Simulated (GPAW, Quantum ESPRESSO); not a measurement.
## Equation of state of LiBe under PBE

It takes space group Pm-3m (No. 221, cubic). Conventional cell: a = 2.811 Å, b = 2.811 Å, c = 2.811 Å, α = 90.00°, β = 90.00°, γ = 90.00°. Around Be (site symmetry m-3m) lie 8 Li at 2.43 Å. Around Li (site symmetry m-3m) lie 8 Be at 2.43 Å.

The cell comes from a database or a generator and needn't be the stable form of this composition.

The cell was scaled at fixed shape and fractions and run with Quantum ESPRESSO, SSSP 1.3 efficiency PBE, cutoff 748 eV; PBE, k mesh 9 × 9 × 9 on the cell of 2 atoms, fermi-dirac occupations of 0.05 eV, no spin polarisation, no spin-orbit coupling. Energies are those that the program minimises, any entropy of the smearing included. For a metal such a mesh isn't converged to the digits shown.

| V (Å³/atom) | energy over the lowest row (meV/atom) |
| --- | --- |
| 10.4412 | 8.835 |
| 10.6634 | ? |
| 10.8855 | 1.379 |
| 11.1077 | 0.000 |
| 11.3298 | 0.007 |
| 11.5520 | 1.280 |
| 11.7741 | 3.702 |

Question: Fit the third-order Birch-Murnaghan form, give V0, B0 and B′, and predict the energy left open.

Answer: With y = (V0/V)^(2/3), E = E0 + (9 V0 B0/16) [(y - 1)³ B′ + (y - 1)² (6 - 4y)]. Least squares through the rows shown give V0 = 11.2167 Å³/atom, E0 = -0.161 meV, B0 = 48.17 GPa (1 eV/Å³ = 160.218 GPa) and B′ = 3.62, with a largest miss of 0.001 meV. At V = 10.6634 the form with these constants gives 4.273 meV; the run gave 4.275 meV an atom. Other set-ups at this level, from all their volumes (Å³/atom, GPa): GPAW, GPAW PAW data sets (gpaw-data 1.2.1): V0 11.363, B0 48.37.
